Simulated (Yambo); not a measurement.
# Convergence of the G0W0 gap of KPF₆

G0W0@PBEsol for KPF6 (space group R-3, No. 148) in Yambo. Reference settings: 2×2×2 Γ-centred k mesh, 157 bands and a 7 Ry block in the screening, 157 bands in G with the Bruneval-Gonze terminator, plasmon pole fitted at 27.2 eV. The PBEsol gap Γ → Γ on this mesh is 7.50 eV; G0W0 gaps are taken between the same points.

```csv
change from the reference,G0W0 gap Γ → Γ (eV),shift of the valence edge (eV),rough Yambo cost
reference settings,12.27,-2.88,1
"66 bands in W, 66 bands in G",12.76,-2.92,about 1/2
"105 bands in W, 105 bands in G",12.38,-2.86,within a factor of two
66 bands in G,12.31,-2.90,–
105 bands in G,12.27,-2.88,–
78 bands in W,12.56,-2.88,within a factor of two
2 Ry block,13.69,-4.24,within a factor of two
3 Ry block,12.69,-3.36,within a factor of two
6 Ry block,12.30,-2.92,within a factor of two
pole fitted at 10 eV,12.22,-2.81,–
no random integration,12.06,-2.54,–
"66 bands in G, no terminator",12.19,-2.33,–
"105 bands in G, no terminator",12.17,-2.51,–
no terminator,12.21,-2.66,–
```

The reference isn't shown to be the converged limit. Costs are rough (shared machines), scaled to the same edge states, and given only for runs that recompute the screening.

Geometry of the Materials Project entry, not relaxed at this level; primitive cell a = b = c = 4.723 Å, α = β = γ = 97.80°.

The structure is a Materials Project entry; no match was found in the copy of COD used, and its stability was not checked.

A shift is the quasiparticle energy of the state minus its PBEsol energy.
